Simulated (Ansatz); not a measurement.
# Computed properties of AlO2

AlO₂:
```xyz
12
Lattice="9.2584 0.0000 0.0000 0.0000 2.8830 0.0000 0.0000 0.0000 4.7909" Properties=species:S:1:pos:R:3 pbc="T T T"
Al     6.1259     0.7208     2.6140
Al     3.1325     2.1623     2.1769
Al     7.7617     2.1623     0.2185
Al     1.4967     0.7208     4.5724
O      4.9506     2.1623     1.6616
O      4.3078     0.7208     3.1293
O      8.9370     0.7208     4.0571
O      0.3214     2.1623     0.7338
O      2.1014     2.1623     3.6519
O      7.1571     0.7208     1.1390
O      2.5278     0.7208     1.2565
O      6.7306     2.1623     3.5344
```
The run is spin-polarised; directions of the spins, atom by atom: 0 0 0 0 ↑ ↑ ↑ ↑ 0 0 0 0.

Space group Pnma (No. 62); conventional cell a = 9.2584 Å, b = 2.8830 Å, c = 4.7909 Å, α = β = γ = 90.00°.

Method: the program Ansatz at the PBEsol level (PAW). Structure relaxed to zero pressure with the same functional. Other levels are named where they apply.

### Cell and energy

* **Volume per atom**: 10.66 Å³
* **Density**: 3.06 g/cm³
* **Formation energy from the elements (no fitted shifts)**: -2142 meV/atom

### Electronic structure

* **Electronic character**: no gap, with almost no states at the Fermi level (zero-gap or semimetallic)
* **Density of states at the Fermi level**: 0.01 states/eV per atom (mean over ±0.08 eV)

### Magnetism

- Magnetic order: ferromagnetic
- Net moment: 0.33 μB per atom

The workflow started from a Materials Project entry (that database holds measured and hypothetical structures alike); the Crystallography Open Database copy checked does not list it. Whether it is the stable phase at ambient conditions was not checked. Symmetry was held in the PBEsol relaxation; whether a distortion lowers the energy is not shown. The final state is ferromagnetic, chosen from 4 collinear starts compared on coarse meshes (ties went to the first, and starts can fall back to one state), not a proven ground state. No Hubbard U is applied. A small band overlap can be real or an error of a semilocal functional. The references are the lowest solids computed at this level, not always the standard phases (solids in place of the gases).

Potentials: the later of the program's two PAW sets.
